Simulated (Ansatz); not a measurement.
This run works on a generated trial structure, not on a known crystal.

Input and command of a plane-wave DFT calculation in Ansatz:

```yaml
crystal:
  lattice:
    - [3.3369176582, 0.0, 0.0]
    - [0.0, 3.3369176582, 0.0]
    - [0.0, 0.0, 8.4670759942]
  atoms:
    - { symbol: Ta, position: [0.0, 0.0, 0.3399038252] }
    - { symbol: Ta, position: [0.0, 0.0, 0.6600961748] }
    - { symbol: Ga, position: [0.5, 0.5, 0.1530181528] }
    - { symbol: Ga, position: [0.5, 0.5, 0.8469818472] }
    - { symbol: Ga, position: [0.5, 0.5, 0.5] }
basis:
  ecutwfc: 420
kpoints:
  mp_grid: { grid: [12, 12, 6] }
hamiltonian:
  xc: pbe
scf:
  occupations: { method: gaussian, width: 0.1 }
output:
  forces: true
  stress: true
  eigenvalues: true
  write_density: true
  write_potential: true
  elf: true
  volumetric_format: npy
relax:
  adjacent_minimum: "off"
  f_tol: 0.01
  max_steps: 80
  cell: { stress_tol: 0.05 }
```

```bash
ansatz run input.yaml --threads 1 --pin off --max-ram 2560MiB --backend cpu --events-out ev --progress --plain --runs-dir out
```

Processor: Arm Neoverse V2, 1 thread, on a host shared with other jobs.

Task: Estimate time, memory and problem size.

Result: About 2 min, peak memory 0.57 GiB. It solves 39 bands at 112 k points (after reduction by symmetry) with about 1835 plane waves (on the last cell), in 34 SCF iterations over 6 ionic steps.
